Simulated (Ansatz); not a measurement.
**Cold compression of TaSi (CsCl type)**

```yaml
crystal:
  lattice:
    - [3.12446, 0.00000, 0.00000]
    - [0.00000, 3.12446, 0.00000]
    - [0.00000, 0.00000, 3.12446]
  atoms:
    - { symbol: Ta, position: [0.00000, 0.00000, 0.00000] }
    - { symbol: Si, position: [0.50000, 0.50000, 0.50000] }
```

The cell comes from a relaxation on PAW files under the same functional, begun from a prototype that needn't be the stable phase.

Its volume is scaled at fixed shape and fractional positions.

All numbers are PBEsol results (scalar-relativistic) from Ansatz 0.2.0, with a Γ-centred 14×14×14 k mesh, Fermi–Dirac smearing of 0.05 eV, no spin polarisation. Methods: LAPW: all electrons, basis error target 1 meV/atom; PAW: frozen-core files, cutoff 420 eV; norm-conserving: pseudopotentials, cutoff 789 eV; PAW (cutoff 600 eV): frozen-core files, cutoff 600 eV.

Energies are extrapolated to zero smearing and count from the unscaled cell; pressure is positive in compression; gaps take the mesh and a band path. No temperature or zero-point motion is included.

Spin–orbit coupling is left out, which matters for the heavy atoms. The PAW files were made under PBE. The structure type is held throughout; the real material can change phase at far lower pressure.

```
V/V0  V (Å³/atom)  P LAPW (GPa)  ΔE LAPW (eV/atom)  P PAW − LAPW (GPa)  ΔE PAW − LAPW (meV/atom)
1.00        15.25         -0.12              0.000                0.12                       0.0
0.95        14.49         10.90              0.025                0.24                       0.9
0.85        12.96          43.4                  ?                0.65                       4.9
0.75        11.44          98.3              0.920                1.50                      14.8
0.65         9.91         193.1              2.264                3.22                      36.7
0.55         8.39         367.9              4.849                6.93                      82.4
0.45         6.86             ?              9.794               14.36                     178.5
0.40         6.10          1015             13.854               20.76                     261.7
```

What belongs in the row "0.85", column "ΔE LAPW (eV/atom)"?

0.269.

Fill in "P LAPW (GPa)" for the row "0.45".

712.9.

Fit the Vinet equation to the LAPW pressures over the whole range, with residuals weighted by 1/(|P| + 0.03·Pmax).

V0 = 15.25 Å³/atom, B0 = 187 GPa and B0′ = 4.32, and the fit misses no point by more than 8.1 GPa. A fit over so wide a range pins B0 less well than one near rest.

At the smallest volume, how far do norm-conserving and PAW (cutoff 600 eV) lie from LAPW in pressure?

norm-conserving: +2.95 GPa; PAW (cutoff 600 eV): +20.71 GPa, on a LAPW pressure of 1015 GPa.

How do the Löwdin populations by LAPW change from the unscaled cell to the last row?

Ta 5s 1.95 → 1.80, Ta 6s 0.62 → 0.48, Ta 5p 5.98 → 5.78, Ta 5d 4.29 → 6.07, Si 2s 1.99 → 1.93, Si 3s 1.22 → 0.65, Si 3p 2.85 → 2.16 electrons an atom. These are projections on the shells that the free atoms fill; 0.10 e a cell lies outside them at the start and 0.21 e at the end.
